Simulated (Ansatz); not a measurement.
**AlCu (Pm-3m), stationary points along a deformation path**

These are results of DFT r2SCAN, scalar-relativistic, plane waves, PAW in Ansatz, not measurements. Cutoff 500 eV, Γ-centred 18×18×18 k-points, Gaussian smearing of 0.15 eV. No spin polarisation. Energies are free energies at this smearing, counted from the undisturbed cell; pressure is positive in compression.

The undisturbed cell (as given, not relaxed at this level; it stands at -5.0 GPa, and it needn't be the usual structure):

```
Al Cu
1.0
     2.99751    0.00000    0.00000
     0.00000    2.99751    0.00000
     0.00000    0.00000    2.99751
Al Cu
1 1
Direct
  0.00000 0.00000 0.00000
  0.50000 0.50000 0.50000
```

At fixed volume and fractional coordinates, lengths along (0.577, 0.577, 0.577) are scaled against those across it; ρ is that ratio over its starting value. V = 13.466 Å³/atom. Δσ is the stress along the axis less the mean stress across it (compression positive).

```
    ρ  ΔE (meV/atom)  Δσ (GPa) space group
0.500         5185.3    359.96         R-3m
0.600         2329.9    208.51         R-3m
0.710          838.3    111.56         R-3m
0.850          127.4     35.10         R-3m
0.930           17.2     10.39         R-3m
1.000            0.0      0.00        Pm-3m
1.080           14.1     -7.06         R-3m
1.200           89.9    -18.17         R-3m
1.410          295.4    -23.32         R-3m
1.700          505.4    -14.64         R-3m
2.000          572.5      0.00        Fm-3m
```

How does the stress give the slope of the energy, and where is the energy stationary?

Along the path d ln(length) is 2/3 d ln ρ on the axis and −1/3 d ln ρ across it, so dE/d ln ρ = −(2/3) V Δσ: the energy falls with ρ where Δσ is positive. Δσ vanishes or changes sign at ρ = 1.000 (Pm-3m), a minimum at 0.0 meV/atom; at ρ = 2.000 (Fm-3m, an end of the scan), at 572.5 meV/atom. Pairs of stationary points between two samples would go unseen, and could change a minimum read from distant neighbours into a maximum. At ρ = 1.000, 2.000 the cell is cubic, where symmetry alone makes the stress isotropic and the slope zero.

Which shear constant sets the curvature at ρ = 1?

For a cubic crystal E/V = (2/3) C (ln ρ)² with C = C44, so Δσ = −2C ln ρ. The parabola of Δσ against ln ρ through ρ = 0.930, 1 and 1.080 gives C ≈ 59 GPa with the ions clamped, rough because the steps are large. It is the stress–strain coefficient at this cell's pressure of -5.0 GPa, not the zero-pressure constant.

In a metal these slopes depend on the k mesh and the smearing.